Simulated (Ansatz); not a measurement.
**Structures of Ti2Be: which is lowest?**

Plane-wave DFT in Ansatz with scalar-relativistic PAW potentials, cutoff 420 eV, Γ-centred meshes chosen by cell and gap, Gaussian smearing with energies taken to zero width. Every cell was relaxed (cell and atoms) in a run of its own, within the symmetry of its start. Functional: PBE.

Relaxed structures (starts from databases or built by putting these elements on another compound's sites):
A. Pnnm, 6 atoms in the computed cell, a = 5.169 Å, b = 6.405 Å, c = 2.788 Å; sites (symmetry × multiplicity) Ti ..m × 4, Be ..2/m × 2; start: built
B. I4/mmm, 3 atoms in the computed cell, a = 2.908 Å, c = 10.233 Å; sites (symmetry × multiplicity) Ti 4mm × 4, Be 4/mmm × 2; start: built
C. R-3m, 3 atoms in the computed cell, a = 2.925 Å, c = 18.292 Å; sites (symmetry × multiplicity) Ti 3m × 6, Be -3m × 3; start: built

Problem. Rank them by energy. Could pressure change the order?

Solution.
| structure | group | E − E(lowest) (meV/atom) | V (Å³/atom) | gap on mesh (eV) |
| --- | --- | --- | --- | --- |
| B | I4/mmm | 0.0 | 14.43 | 0.00 |
| C | R-3m | 218 | 15.05 | 0.00 |
| A | Pnnm | 364 | 15.39 | 0.00 |

B is lowest, 218 meV/atom under C. The lowest is also the densest of these, so pressure wouldn't bring one of the others in at first order. Other structures may lie lower than all of these, and vibrations aren't counted.